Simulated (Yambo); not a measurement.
Yambo run on LaAlO3 (cubic perovskite, space group Pm-3m, No. 221). The wavefunctions come from this Quantum ESPRESSO step (PBEsol, PseudoDojo standard norm-conserving files, scalar-relativistic):

```
&CONTROL
  calculation = 'nscf'
  pseudo_dir = './pseudo'
  outdir = './out'
/
&SYSTEM
  ibrav = 0
  nat = 5
  ntyp = 3
  ecutwfc = 110.0
  ecutrho = 440.0
  occupations = 'fixed'
  force_symmorphic = .true.
  nbnd = 106
/
&ELECTRONS
  conv_thr = 5e-09
  diago_full_acc = .true.
  diago_thr_init = 1e-08
/
ATOMIC_SPECIES
O 15.9990 O.upf
Al 26.9815 Al.upf
La 138.9055 La.upf
CELL_PARAMETERS angstrom
  3.782950000000   0.000000000000   0.000000000000
  0.000000000000   3.782950000000   0.000000000000
  0.000000000000   0.000000000000   3.782950000000
ATOMIC_POSITIONS crystal
O   0.000000000000   0.500000000000   0.000000000000
O   0.500000000000   0.000000000000   0.000000000000
O   0.000000000000   0.000000000000   0.500000000000
Al   0.000000000000   0.000000000000   0.000000000000
La   0.500000000000   0.500000000000   0.500000000000
K_POINTS automatic
4 4 4 0 0 0
```

Yambo input:

```
rim_cut
gw0
dyson
el_el_corr
HF_and_locXC
ppa
em1d
RandQpts= 1000000
RandGvec= 1 Ry
EXXRLvcs= 110 Ry
VXCRLvcs= 440 Ry
Chimod= "HARTREE"
% BndsRnXp
 1 | 105 |
%
NGsBlkXp= 8 Ry
% LongDrXp
 1.0 | 1.0 | 1.0 |
%
PPAPntXp= 27.2114 eV
% GbndRnge
 1 | 105 |
%
GTermKind= "BG"
DysSolver= "n"
ExtendOut
% QPkrange
 1 | 1 | 16 | 17 |
 3 | 3 | 16 | 17 |
 6 | 6 | 16 | 17 |
 10 | 10 | 16 | 17 |
%
```

k points by index: 1 = Γ, 3 = X, 6 = M, 10 = R.

Resulting energies as the program prints them:

```
#    K-point    Band    Eo [eV]    E [eV]    E-Eo [eV]    Vxc [eV]    Vnlxc [eV]    Sc|Eo [eV]    Sc|E [eV]    dSc/dw|Eo [eV]    Re(Z)    Im(Z)
#
    1    16    -0.107663    -0.870578    -0.762915    -20.03313    -25.28319    4.291068    4.487149    -6.992822    0.795555    -0.001088
    1    17    3.443860    3.969457    0.525597    -11.59875    -6.708495    -4.265464    -4.364654    -5.134500    0.841262    -0.932458E-3
    3    16    -1.084728    -1.992693    -0.907965    -19.08849    -24.64277    4.411203    4.646308    -7.045229    0.794338    -0.001034
    3    17    4.357773    7.738108    3.380335    -15.83207    -3.698885    -7.863190    -8.752852    -7.161072    0.791658    -0.001781
    6    16    -0.023195    -0.756202    -0.733007    -19.73915    -24.89328    4.230686    4.421119    -7.068499    0.793799    -0.001049
    6    17    4.378126    7.789801    3.411675    -15.85837    -3.619354    -7.926243    -8.827344    -7.186515    0.791073    -0.001787
    10    16    0.000000    -0.618170    -0.618170    -19.79581    -24.67310    4.098239    4.259121    -7.080890    0.793512    -0.001044
    10    17    4.531235    8.041220    3.509986    -16.05103    -3.465814    -8.130109    -9.075233    -7.326448    0.787867    -0.001886
```
(The two width columns are left out.) Convergence of these settings isn't established.

Geometry of the Materials Project entry, not relaxed at this level.

This is not the ordinary phase of the substance.
